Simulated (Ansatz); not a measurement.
Input file for Ansatz (a program for electronic structure):

Ansatz 0.2 input:
```yaml
crystal:
  lattice:
    - [-1.6525772863, 1.6525772863, 1.6525772863]
    - [1.6525772863, -1.6525772863, 1.6525772863]
    - [1.6525772863, 1.6525772863, -1.6525772863]
  atoms:
    - { symbol: Ta, position: [0.0, 0.0, 0.0] }
kpoints:
  mp_grid: { grid: [20, 20, 20] }
hamiltonian:
  xc: r2scan
  pseudopotentials: { azcp: { folder: ./paw }, kind: paw }
scf:
  occupations: { method: fermi_dirac, width: 0.1 }
phonons:
  method: dfpt
  response_accuracy: low
  qmesh: [5, 5, 5]
  interpolated_qmesh: [23, 23, 23]
  dielectric: false
  rigid_motions: translations
  temperatures: { t_max: 1000, t_step: 50 }
  qpath:
    path:
      - [[0.0, 0.0, 0.0], [0.5, -0.5, 0.5], [0.0, 0.0, 0.5], [0.0, 0.0, 0.0], [0.25, 0.25, 0.25], [0.5, -0.5, 0.5]]  # Γ-H-N-Γ-P-H
      - [[0.25, 0.25, 0.25], [0.0, 0.0, 0.5]]  # P-N
    npoints: 13
```

Output (shortened):

```
Pseudopotential: Ta, paw, valence charge 13
Functional definition: r2SCAN
Crystal: 1 atoms, lattice volume = 18.053 Å³
Basis set: ecut = 500 eV, 459 PW (Γ), exchange–correlation on 120×120×120 points (125 copies of the dense FFT grid, shifted against one another)
Bands: 11, of which v1, the nominal top of the filled ones, is band 7 counted from 1 (6 counted from 0)
Symmetry: 48 space group operations
k-points: 641 of 8000 (irreducible under 8 space group operations, time reversal used)
iter 1 solved again at ethr=2.21e-3 eV; its pass at ethr=3.10e-3 eV (dr2=2.88e-1 eV) is discarded
SCF iter   1: F=—  HF=-9945.193896 eV  |F-HF|=—  |Δ(HF+E_count)|=         —  Δρ=4.01e-2  dr2=2.88e-1  dr2_τ=1.67e-2  ethr=2.21e-3  ⟨swp⟩=1.0  Hψ=48893  notcnv=0
preconditioner: auto → none
SCF iter   2: F=—  HF=-9945.182550 eV  |F-HF|=—  |Δ(HF+E_count)|=   1.13e-2  Δρ=1.76e-2  dr2=2.99e-2  dr2_τ=1.04e-2  ethr=2.21e-3  ⟨swp⟩=2.1  Hψ=12832  notcnv=0
SCF iter   3: F=—  HF=-9945.192158 eV  |F-HF|=—  |Δ(HF+E_count)|=   9.61e-3  Δρ=5.14e-3  dr2=1.61e-3  dr2_τ=2.72e-4  ethr=2.30e-4  ⟨swp⟩=3.0  Hψ=13361  notcnv=0
SCF iter   4: F=—  HF=-9945.193749 eV  |F-HF|=—  |Δ(HF+E_count)|=   1.59e-3  Δρ=3.88e-4  dr2=8.72e-6  dr2_τ=1.07e-6  ethr=1.24e-5  ⟨swp⟩=3.0  Hψ=11651  notcnv=0
SCF iter   5: F=—  HF=-9945.193766 eV  |F-HF|=—  |Δ(HF+E_count)|=   1.71e-5  Δρ=4.01e-5  dr2=1.62e-7  dr2_τ=1.60e-8  ethr=6.71e-8  ⟨swp⟩=2.0  Hψ=10575  notcnv=0
SCF iter   6: F=—  HF=-9945.193766 eV  |F-HF|=—  |Δ(HF+E_count)|=   2.35e-9  Δρ=4.60e-6  dr2=1.40e-9  dr2_τ=1.57e-10  ethr=1.25e-9  ⟨swp⟩=2.0  Hψ=8555  notcnv=0
SCF iter   7: F=—  HF=-9945.193766 eV  |F-HF|=—  |Δ(HF+E_count)|=   2.34e-9  Δρ=5.53e-7  dr2=5.58e-11  dr2_τ=5.53e-12  ethr=1.07e-11  ⟨swp⟩=2.7  Hψ=11014  notcnv=0
SCF iter   8: F=-9945.193766 eV  HF=-9945.193766 eV  |F-HF|=1.09e-11  |Δ(HF+E_count)|=  1.27e-11  Δρ=4.17e-8  dr2=3.14e-13  dr2_τ=8.58e-14  ethr=1.00e-12  ⟨swp⟩=5.2  Hψ=25548  notcnv=0
the search or the solves at the SCF's close seem to have found levels that the self-consistency loop had missed (the run counts 4) …
SCF 1 converged in 8 iterations: F = -9945.193766 eV  dr2 = 3.14e-13
DFPT response loops at Γ: preconditioner auto → Kerker (q_TF=auto, 2.583 Å⁻¹) (partly filled bands, converged f_vac=0.000) …
NSCF: frozen V_eff on 256 k-points
WARN: eigensolver did not converge (k=118): 1 band(s) unlocked after 20 sweeps at ethr=1.00e-12 eV (lowest unlocked band 10, counted from 0 …
WARN: eigensolver did not converge in 3 slots of this pass, the one above among them; of largest residual over every band (k=165) …
NSCF: frozen V_eff on 8400 k-points
DFPT response loops at q = (0, 0, 0.2) (fractional): mixed as the last ones told, above
NSCF: frozen V_eff on 8400 k-points
DFPT response loops at q = (0, 0, 0.4) (fractional): mixed as the last ones told, above
NSCF: frozen V_eff on 16000 k-points
DFPT response loops at q = (0, 0.2, 0.2) (fractional): mixed as the last ones told, above
NSCF: frozen V_eff on 16000 k-points
DFPT response loops at q = (0, 0.2, 0.4) (fractional): mixed as the last ones told, above
NSCF: frozen V_eff on 8400 k-points
DFPT response loops at q = (0.2, 0.2, 0.2) (fractional): mixed as the last ones told, above
NSCF: frozen V_eff on 4420 k-points
DFPT response loops at q = (0.2, 0.2, -0.19999999999999996) (fractional): mixed as the last ones told, above
NSCF: frozen V_eff on 8400 k-points
DFPT response loops at q = (0.2, 0.4, -0.4) (fractional): mixed as the last ones told, above
NSCF: frozen V_eff on 8400 k-points
DFPT response loops at q = (0.2, -0.4, -0.4) (fractional): mixed as the last ones told, above
NSCF: frozen V_eff on 4420 k-points
DFPT response loops at q = (0.4, 0.4, -0.4) (fractional): mixed as the last ones told, above
SCF converged after 8 iterations
Free energy (F): -9945.193766 eV
Harris-Foulkes:  -9945.193766 eV  (|F-HF|=1.09e-11)
Internal energy: -9945.153074 eV  (E = F + TS)
E sigma→0 (E₀):  -9945.173420 eV
Entropy (-TS):   -0.040693 eV (-40.693 meV/atom)
Fermi energy:    18.303251 eV
--- Per-component energies (eV) ---
  E_band       = -118.668329
  E_kinetic    = 394.282100
  E_local      = -549.185039  (includes V_loc(G=0)·N_el)
  E_nonlocal   = -10.429195
  E_hartree    = 198.880523
  E_xc         = -305.391827
  E_vxc        = -259.786655  (∫ρ·V_xc dr)
  E_paw        = -8332.794267  (= ΣΔE_a)
  E_vpaw       = -104.331454  (= ΣTr[D̂ρ^β])
  E_aug_tail   = 0.000066  (compensation charges beyond the density's cutoff)
  E_vtau       = 13.020816  (kinetic-family band-sum trace: ∫τ·v_τ [+ j·A + Jᵃ·Aᵃ] dr)
  E_ewald      = -1339.758896
  E_core_change = -0.756538  (= ΣΔE_core)
  E_smearing   = -0.040693  (= −TS)
  E_closure    = 0.000000  (closes the sum)
  Σ components = -9945.193766   (vs F -9945.193766, Δ=0.00e0)
  [band-id]    e_kinetic+e_local+e_nonlocal+2·e_hartree+e_vxc+e_vpaw+e_augmentation_tail+e_vtau = -118.668316   (vs E_band -118.668329, Δ=1.28e-5)
--- Band table (eV; the first three rows and the last of 641) ---
  k-point 0: bands = ["-50.5935", "-15.8396", "-15.8396", "-15.8396", "9.9927", "19.1420", "19.1420", "19.1420", "22.6268", "22.6268", "33.5303"]
  k-point 1: bands = ["-50.5905", "-15.8724", "-15.8496", "-15.8397", "10.1095", "19.0638", "19.1188", "19.2549", "22.4942", "22.6251", "33.6371"]
  k-point 2: bands = ["-50.5816", "-15.9671", "-15.8785", "-15.8403", "10.4502", "18.8452", "19.0268", "19.5909", "22.1969", "22.6262", "33.9175"]
  k-point 640: bands = ["-50.3746", "-16.6948", "-16.6948", "-16.6948", "14.3656", "14.3656", "25.4079", "25.4079", "25.4079", "27.2319", "27.2319"]
--- Phonons (Γ-DFPT): 1 representative perturbation + reference, on 641 of 8000 k-points (Σ response iterations 5) ---
  ASR residual: 2.833e-4 → 0.000e0 eV/Å²; symmetrization residual: 4.966e-19 eV/Å²
  ASR residual per site (eV/Å²): 2.83e-4
  Γ frequencies (cm⁻¹): 0.00 0.00 0.00
  non-analytic LO–TO correction: not included (Born effective charges unavailable; polar crystals …
--- Phonons (arbitrary-q DFPT): 10 irreducible q on the 5×5×5 mesh ---
  q = [0.0000, 0.0000, 0.0000] (star 1, of the zone-centre solve; hermiticity 2.14e-15, symmetrization 1.42e-15):  0.00  0.00 0.00
  q = [0.0000, 0.0000, 0.2000] (star 12, 2 solved perturbations in 6410 linear systems a pass and spin channel, the states on 4200 of 8000 k-point pairs; hermiticity 5.38e-14, symmetrization 1.26e-13): 46.63 61.46 100.18
  q = [0.0000, 0.0000, 0.4000] (star 12, 2 solved perturbations in 6410 linear systems a pass and spin channel, the states on 4200 of 8000 k-point pairs; hermiticity 2.12e-14, symmetrization 8.55e-14): 87.65 134.46 134.66
  q = [0.0000, 0.2000, 0.2000] (star 24, 2 solved perturbations in 12200 linear systems a pass and spin channel, the states on 8000 of 8000 k-point pairs; hermiticity 1.26e-4, symmetrization 7.44e-14): 83.10 86.65 141.87
  q = [0.0000, 0.2000, 0.4000] (star 24, 2 solved perturbations in 12200 linear systems a pass and spin channel, the states on 8000 of 8000 k-point pairs; hermiticity 1.54e-5, symmetrization 2.17e-14): 95.77 132.96 142.73
  q = [0.2000, 0.2000, 0.2000] (star 8, 1 solved perturbation on 4200 of 8000 k-point pairs; hermiticity 8.75e-15, symmetrization 1.05e-13): 109.80 109.80 140.79
  q = [0.2000, 0.2000, -0.2000] (star 6, 2 solved perturbations in 3420 linear systems a pass and spin channel, the states on 2210 of 8000 k-point pairs; hermiticity 6.24e-14, symmetrization 8.70e-14): 82.66 82.66 127.52
  q = [0.2000, 0.4000, -0.4000] (star 24, 3 solved perturbations on 4200 of 8000 k-point pairs; hermiticity 2.36e-5, symmetrization 5.63e-14): 110.15 142.40 142.65
  q = [0.2000, -0.4000, -0.4000] (star 8, 1 solved perturbation on 4200 of 8000 k-point pairs; hermiticity 4.96e-15, symmetrization 2.61e-14): 119.67 151.47 151.47
  q = [0.4000, 0.4000, -0.4000] (star 6, 2 solved perturbations in 3420 linear systems a pass and spin channel, the states on 2210 of 8000 k-point pairs; hermiticity 1.50e-14, symmetrization 5.96e-14): 153.17 165.61 165.61
  sum rule: each row above includes the acoustic sum rule's correction from the zone centre's row sums; it moved no ω² by more than (0.65 cm⁻¹)²
  mesh force constants: q→R imaginary residual 0.00e0; ASR residual 2.833e-4 → 0.000e0 eV/Å²; symmetrization residual 3.553e-15 eV/Å²
  interpolated dispersion: 80 rows × 3 modes
  density of states and harmonic sums: on the 23×23×23 q-mesh, interpolated from the force constants of a 5×5×5 supercell (no non-analytic term)
  largest difference from the sums on the solved wave vectors: F 8.64e-3 eV, S 1.07e-5 and C_V 2.11e-6 eV/K
  zero-point energy: 0.021617 eV/cell   skipped modes (ω ≤ 0): 3   left out of the sums: 8.22e-5 of the cell's modes …
```

Cost: about 70 core-minutes (a rough figure) on shared cores.

Space group Im-3m (bcc (W type)). Symmetry was held in the r²SCAN relaxation. No spin polarisation was allowed. Scalar-relativistic: spin–orbit coupling is off unless named, which matters more the heavier the elements.

Potentials: the earlier of the program's two PAW sets.

Ansatz is a plane-wave DFT program.
